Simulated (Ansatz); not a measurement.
BaHfO$_{3}$:
Space group Pm-3m (No. 221); a = b = c = 4.206 Å, α = β = γ = 90.00°

```
atom  site  symmetry       x       y       z
----  ----  --------  ------  ------  ------
Ba      1a      m-3m  0.0000  0.0000  0.0000
Hf      1b      m-3m  0.5000  0.5000  0.5000
O       3c    4/mm.m  0.0000  0.5000  0.5000
```

Relaxed with PBE.

### Question
Give the optical modes at the zone centre with their infrared and Raman activity from DFPT, PBE (plane waves, PAW; program Ansatz).

### Answer
Transverse frequencies, without the LO–TO term; a row sums one degenerate level.

| ω (cm⁻¹) | degeneracy | IR ((D/Å)²/amu) | Raman (Å⁴/amu) | activity | symmetry |
|---|---|---|---|---|---|
| 95 | 3 | 19.61 | 0 | IR | T1u |
| 179 | 3 | 79.54 | 0 | IR | T1u |
| 203 | 3 | 0.00 | 0 | silent | T2u |
| 495 | 3 | 43.67 | 0 | IR | T1u |

### Question
How high does the top mode go among those that the LO–TO term moves?

### Answer
653 cm⁻¹ for q along x.

The PBE relaxation kept the symmetry of its start; phonons on a q-mesh show no instability. The run is not spin-polarised. Spin–orbit coupling is left out wherever it is not named.

Potentials: the later of the program's two PAW sets.
